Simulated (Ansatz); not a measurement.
**Calculated Pd-105 nuclear quadrupole resonance for SbTePd**

Cell: a COD entry, taken as it stands.

```xyz
12
Lattice="6.5362 0.0000 0.0000 0.0000 6.5362 0.0000 0.0000 0.0000 6.5362" Properties=species:S:1:pos:R:3 pbc="T T T"
Sb    4.0988    4.0988    4.0988
Sb    5.7055    2.4374    0.8307
Sb    0.8307    5.7055    2.4374
Sb    2.4374    0.8307    5.7055
Te    2.4366    2.4366    2.4366
Te    0.8315    4.0996    5.7047
Te    5.7047    0.8315    4.0996
Te    4.0996    5.7047    0.8315
Pd    6.5233    6.5233    6.5233
Pd    3.2810    0.0129    3.2552
Pd    3.2552    3.2810    0.0129
Pd    0.0129    3.2552    3.2810
```

Atoms are numbered from 1 in the order listed; like atoms form one site, named after its first atom.

Method: Kohn–Sham DFT in Ansatz, PBE, plane waves and PAW, scalar-relativistic, 420 eV cutoff, Γ-centred 5×5×5 k-points, Fermi–Dirac smearing 0.05 eV.

Pd-105: I = 5/2, Q = 660.0 mb (year-2017 value). Static lattice, zero field.

Q: Predict the zero-field Pd-105 lines of each site.

A: For I = 5/2 and η = 0 the lines are 3|C_Q|/20 and twice that; η pulls their ratio below 2.

```json
{"site": "Pd", "atoms": "9, 10, 11, 12", "V_zz (10²¹ V/m²)": "-1.59", "C_Q (MHz)": "-25.4", "η": "0.00", "line frequencies (MHz)": "3.81, 7.61"}
```

An axis of threefold or higher order runs through Pd, so V_zz lies along it and η is zero.

The largest force is 0.4 eV/Å, so the atoms aren't at the calculated equilibrium and relaxing them would move these values. The run finds no gap above 0.1 eV (a metal, or nearly one), so the gradients can move by 10 % or more with the k-mesh. Without spin–orbit coupling the gradients at and beside Te can be off by some per cent, at some sites by more. With these PAW files V_zz is typically within 2 to 3 % of all-electron values, but misses above 10 % occur on Pd.
